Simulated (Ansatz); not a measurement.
One starting cell of SnTe (a generated cell, SnTe placed in the AFLOW prototype AB_tP8_136_g_f (as in BeO)) was relaxed twice with Ansatz (plane waves, PAW, scalar-relativistic): with PBEsol at 420 eV and with PBE at 420 eV. The PBEsol result:

```
SnTe
1.0
    0.00000     3.14448     3.14448
    3.14448     0.00000     3.14448
    3.14448     3.14448     0.00000
Sn Te
1 1
Direct
  0.00000   0.00000   0.00000
  0.50000   0.50000   0.50000
```

| quantity | PBEsol | PBE |
|---|---|---|
| space group | Fm-3m | Fm-3m |
| volume (Å³/atom) | 31.09 | [?] |
| a (Å) | 6.289 | [?] |
| gap (eV, no spin-orbit coupling) | 0.16 | [?] |

### Question
Fill in the PBE column.

### Answer

- volume (Å³/atom), PBE: 32.92
- a (Å), PBE: 6.410
- gap (eV, no spin-orbit coupling), PBE: 0.05

Both levels end in the same structure; PBE's volume is 5.9 % larger; its gap is 0.11 eV smaller. Neither column is exact.

No spin polarisation in the result. Spin-orbit coupling is missing; with elements this heavy it can move band edges by tenths of an eV or more.

Measured for SnTe: a 6.316 Å (room temperature; as listed in Ayanesh Maiti et al., Applied Physics Letters (2022)); gap 0.18 eV (room temperature; as listed in DAVID J. SINGH, Functional Materials Letters (2010)). Computed minus measured — a: PBEsol -0.4 %, PBE +1.5 %; gap: PBEsol -0.02 eV, PBE -0.13 eV. The computed values are for a static lattice, and a measured gap can be an optical one, lowered by exciton binding.

The run could not lose the symmetry of its start.

Ansatz is an electronic-structure program.
